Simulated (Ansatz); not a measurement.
This LiTe3P4 structure is the end of a relaxation. The cell was found from a structure generator's guess, not taken from experiment.

Computed with DFT PBE, scalar-relativistic, plane waves, PAW in Ansatz 0.2.0. Cutoff 420 eV, Γ-centred mesh, Gaussian smearing, no spin polarisation.

```
Li Te P
1.0
     5.53288    0.00000    0.00000
     0.00000    5.53288    0.00000
     0.00000    0.00000    5.53288
Li Te P
1 3 4
Cartesian
  2.7664 2.7664 2.7664
  0.0000 2.7664 2.7664
  2.7664 0.0000 2.7664
  2.7664 2.7664 0.0000
  2.7664 0.0000 0.0000
  0.0000 2.7664 0.0000
  0.0000 0.0000 2.7664
  0.0000 0.0000 0.0000
```

Energies over the elements count from the elements' standard structures at the same level, with no fitted energy shifts. The references include black phosphorus.

Question: Find its symmetry and describe it.

Answer: Pm-3m (No. 221). Conventional cell: a = 5.533 Å. Li is surrounded by 6 Te at 2.77 Å; Te is surrounded by 2 Li at 2.77 Å and 4 P at 2.77 Å; around P on a site of symmetry 4/mmm lie 2 P at 2.77 Å and 4 Te at 2.77 Å; around P on a site of symmetry m-3m lie 6 P at 2.77 Å.

Question: What is its formation energy per atom?

Answer: +0.12 eV/atom. A positive value: parting into the elements would lower its energy.

Question: Is it a metal?

Answer: Yes, bands cross the Fermi level on the 8×8×8 mesh.

The last run used an 8×8×8 mesh for its 8-atom cell and Gaussian smearing of 0.10 eV. These runs have no spin–orbit coupling, which can matter for Te. An odd number of electrons in the primitive cell allows no gap without spin; a larger cell or a magnetic state could open one. The cell is a metal run without spin; a magnetic state may lie lower. The reference forms of P and Te are held partly by dispersion forces, which this level lacks. A structure relaxed within its symmetry needn't be a true minimum.
